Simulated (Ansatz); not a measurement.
C2H5OH on the (111) surface of TiC, space group Fm-3m (No. 225) (top face towards +c; held atoms: 1, 2, 3, 4, 5, 6, 7, 8, 9, 10, 11, 12), one molecule per 31.9 Å². Starting structure (upright, lowest atom H over a hollow Ti-Ti-Ti site; the molecule's atoms stand last):

```xyz
33
Lattice="6.0686 0.0000 0.0000 -3.0343 5.2556 0.0000 0.0000 0.0000 27.5029" Properties=species:S:1:pos:R:3 pbc="T T T"
C     0.0000    1.7519    8.0000
C    -1.5172    4.3797    8.0000
C     3.0343    1.7519    8.0000
C     1.5172    4.3797    8.0000
Ti    1.5172    0.8759    9.2388
Ti    0.0000    3.5037    9.2388
Ti    4.5515    0.8759    9.2388
Ti    3.0343    3.5037    9.2388
C     1.5172    2.6278   10.4775
C     3.0343    0.0000   10.4775
C    -1.5172    2.6278   10.4775
C     0.0000    0.0000   10.4775
Ti    3.0343    1.7519   11.6984
Ti    1.5172    4.3797   11.6984
Ti    0.0000    1.7519   11.6984
Ti   -1.5172    4.3797   11.6984
C     3.0343    3.5037   13.0430
C     4.5515    0.8759   13.0430
C     0.0000    3.5037   13.0430
C     1.5172    0.8759   13.0430
Ti   -1.5172    2.6278   14.0926
Ti    0.0000    0.0000   14.0926
Ti    1.5172    2.6278   14.0926
Ti    3.0343    0.0000   14.0926
C     1.7647    5.1472   16.9958
C     1.9069    4.4864   18.3614
O     2.2558    5.4378   19.3296
H     1.5172    4.3797   16.2326
H     2.7172    5.6432   16.7125
H     0.9520    5.9039   17.0208
H     0.9561    3.9770   18.6383
H     2.7070    3.7180   18.3112
H     1.4280    5.9435   19.5417
```

The calculation used Ansatz 0.2.0, DFT PBE+D3(BJ), scalar-relativistic, plane waves, PAW. Plane waves to 420 eV, a k mesh through Γ of 4×4×1 on the computed 33-atom cell and Gaussian smearing (0.10 eV); no spin polarisation. A dipole correction removes the field between periodic images along c.

E_ads is per molecule, from the clean relaxed slab and the free relaxed molecule; negative means bound; no zero-point or thermal terms, forces under 0.04 eV/Å, and the free molecule is spin-polarised where open-shell. Heights count from the highest slab atom.

Task: What does it relax to?

Result: E_ads = -4.56 eV; the molecule splits into H + H5C2O. Final structure after 75 steps:

```yaml
crystal:
  lattice:
    - [6.06863, 0.00000, 0.00000]
    - [-3.03432, 5.25559, 0.00000]
    - [0.00000, 0.00000, 27.50287]
  atoms:
    - { symbol: C, position: [0.16667, 0.33333, 0.29088] }
    - { symbol: C, position: [0.16667, 0.83333, 0.29088] }
    - { symbol: C, position: [0.66667, 0.33333, 0.29088] }
    - { symbol: C, position: [0.66667, 0.83333, 0.29088] }
    - { symbol: Ti, position: [0.33333, 0.16667, 0.33592] }
    - { symbol: Ti, position: [0.33333, 0.66667, 0.33592] }
    - { symbol: Ti, position: [0.83333, 0.16667, 0.33592] }
    - { symbol: Ti, position: [0.83333, 0.66667, 0.33592] }
    - { symbol: C, position: [0.50000, 0.50000, 0.38096] }
    - { symbol: C, position: [0.50000, 0.00000, 0.38096] }
    - { symbol: C, position: [0.00000, 0.50000, 0.38096] }
    - { symbol: C, position: [0.00000, 0.00000, 0.38096] }
    - { symbol: Ti, position: [0.66928, 0.33546, 0.42565] }
    - { symbol: Ti, position: [0.66919, 0.83380, 0.42566] }
    - { symbol: Ti, position: [0.16560, 0.33278, 0.42573] }
    - { symbol: Ti, position: [0.16323, 0.83162, 0.42539] }
    - { symbol: C, position: [0.83364, 0.66686, 0.47415] }
    - { symbol: C, position: [0.83225, 0.16615, 0.47332] }
    - { symbol: C, position: [0.33331, 0.66660, 0.47329] }
    - { symbol: C, position: [0.33323, 0.16668, 0.47327] }
    - { symbol: Ti, position: [0.00268, 0.49919, 0.51343] }
    - { symbol: Ti, position: [0.00284, 0.00325, 0.51343] }
    - { symbol: Ti, position: [0.49446, 0.49712, 0.51290] }
    - { symbol: Ti, position: [0.49796, 0.99915, 0.51108] }
    - { symbol: C, position: [0.93170, 0.17991, 0.63515] }
    - { symbol: C, position: [0.19175, 0.34668, 0.61269] }
    - { symbol: O, position: [0.17818, 0.34015, 0.56011] }
    - { symbol: H, position: [0.94685, 0.18618, 0.67503] }
    - { symbol: H, position: [0.85057, 0.98111, 0.62301] }
    - { symbol: H, position: [0.79937, 0.24528, 0.62404] }
    - { symbol: H, position: [0.27272, 0.54673, 0.62396] }
    - { symbol: H, position: [0.32561, 0.28231, 0.62337] }
    - { symbol: H, position: [0.16918, 0.83485, 0.55017] }
```

Each end is the local minimum that its start leads to. The pieces were run without spin polarisation.

Spin polarisation was left out, and a magnetic state may lie lower.